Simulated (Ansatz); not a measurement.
**Is this TiRu₄ structure a true minimum?**

It was reached by relaxing an invented guess, and it needn't be the stable form of this composition.

Computed with Ansatz, DFT PBE, scalar-relativistic, plane waves, PAW. Cutoff 420 eV; k points 8×8×6 on the computed 10-atom cell (Γ-centred); Gaussian smearing, width 0.10 eV; no spin polarisation.

The cell below (10 atoms, space group P2_1/m (No. 11)) is relaxed within its symmetry.

```
CELL_PARAMETERS angstrom
4.77156 0.00000 -0.00575
0.00000 4.34934 0.00000
-2.44096 0.00000 6.84749
ATOMIC_POSITIONS crystal
Ti 0.24895 0.75000 0.19902
Ti 0.75105 0.25000 0.80098
Ru 0.53660 0.25000 0.39914
Ru 0.46340 0.75000 0.60086
Ru 0.34524 0.25000 0.00553
Ru 0.07021 0.75000 0.79305
Ru 0.13762 0.25000 0.59604
Ru 0.92979 0.25000 0.20695
Ru 0.86238 0.75000 0.40396
Ru 0.65476 0.75000 0.99447
```

For the test it was strained at random (σ = 1.5 % a component), the atoms were moved at random (σ = 0.10 Å), and all was relaxed again on a coarse 6×6×4 mesh (in the run’s order of axes) with 0.20 eV smearing, with no symmetry imposed.

Question: What happens?

Answer: It returns, within 1 meV/atom of the unmoved cell on that mesh and with the same symmetry when read at 0.1 Å. So it is stable against the distortions that fit this cell and that this random move excites. Modes that don't fit the cell aren't tested.
